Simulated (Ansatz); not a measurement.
Al (fcc (Cu type)), relaxed with r²SCAN (Ansatz, a quantum-chemistry and plane-wave program, plane waves, PAW): a = 3.9907 Å, b = 3.9907 Å, c = 3.9907 Å, α = 90.00°, β = 90.00°, γ = 90.00°.

Problem. The same phase is relaxed and computed with r²SCAN+D4 in the same code. What is the cell now?

Solution. a = b = c = 3.9749 Å, α = β = γ = 90.00°.

All cells were relaxed under the symmetry of their starts (and spin orders); stability against distortions was not tested throughout.

Potentials: the earlier of the program's two PAW sets.

Ansatz is a plane-wave DFT program.
